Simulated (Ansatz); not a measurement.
Relaxed-ion elastic tensor of PbS (NiAs type, P6_3/mmc) in GPa (Voigt order), r²SCAN (plane waves, PAW; program Ansatz); density 7.36 g/cm³, 26.99 Å³ per atom.

```
77.6  38.4  42.5   0.0   0.0   0.0
38.4  77.6  42.5   0.0   0.0   0.0
42.5  42.5   115   0.0   0.0   0.0
 0.0   0.0   0.0  37.4   0.0   0.0
 0.0   0.0   0.0   0.0  37.4   0.0
 0.0   0.0   0.0   0.0   0.0  19.6
```

Question: Is the crystal mechanically stable?

Answer: Yes: the smallest eigenvalue of C is 19.6 GPa.

Question: Work out the Voigt, Reuss and Hill averages.

Answer: K_V = 57.4, K_R = 55.3, K_H = 56.3; G_V = 28.6, G_R = 26.2, G_H = 27.4 GPa.

Question: Give Young's modulus, Poisson's ratio, Pugh's ratio and the universal anisotropy index.

Answer: E = 9KG/(3K + G) = 70.7 GPa; ν = 0.29; K/G = 2.06 (ductile by the Pugh limit of 1.75); A_U = 5G_V/G_R + K_V/K_R − 6 = 0.51.

Question: Estimate the sound speeds and the Debye temperature.

Answer: v_l = √((K + 4G/3)/ρ) = 3550 m/s, v_t = √(G/ρ) = 1930 m/s, mean 2150 m/s; Θ = (h/k)(3n/4πV)^(1/3) v_m = 214 K.

Question: Solve the Christoffel equation for the three sound speeds along x, y, z.

Answer: Eigenvalues of C_ijkl n_j n_l equal ρv². In km/s, slowest first: x 1.63, 2.25, 3.25; y 1.63, 2.25, 3.25; z 2.25, 2.25, 3.95.

Question: How much does each axis shrink under pressure?

Answer: Linear compressibilities β_i = Σ_j S_ij (j = 1 to 3): x 7.4, y 7.4, z 3.2 per TPa.

The start of the workflow was typed in or built on a structure type; neither database checked (COD, Materials Project) lists it. It is not the phase usual at ambient conditions (space group No. 225). Symmetry was held in the r²SCAN relaxation; whether a distortion lowers the energy is not shown. Scalar-relativistic: spin–orbit coupling is off unless named, which matters more the heavier the elements.

Potentials: the later of the program's two PAW sets.
